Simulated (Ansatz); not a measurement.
Mg2Ge (anti-fluorite, Fm-3m), PBE in the plane-wave PAW code Ansatz. The conduction-band minimum lies at X, with 3 equivalent valleys. Second derivatives d²E/dk² of the lowest band at one valley (eV·Å²), along Cartesian directions:

```
direction  d²E/dk²
---------  -------
[100]        13.81
[010]        40.64
[001]        40.64
[110]        27.23
[101]        27.23
[011]        40.19
```

Q: Find the principal effective masses, the density-of-states mass and the conductivity mass.

A: Off-diagonal terms follow from H_xy = H[110] − (H_xx + H_yy)/2, and m*/mₑ = 7.620 eV·Å² over each eigenvalue: 0.19, 0.19, 0.55. One valley's DOS mass (m₁m₂m₃)^(1/3) = 0.27, conductivity mass 3/(Σ 1/mᵢ) = 0.24 mₑ.

Q: What effective density of states Nc follows at 300 K for parabolic valleys?

A: Nc = 2.509e19 × 3 × (0.27)^(3/2) ≈ 1.1e19 cm⁻³.

The cell was relaxed with PBE under the symmetry of its start; of distortions, only those at the zone centre were tested. Spin–orbit coupling is left out wherever it is not named.

Potentials: the later of the program's two PAW sets.

Edges and masses are those of Kohn–Sham bands, whose gap is no quasiparticle gap.
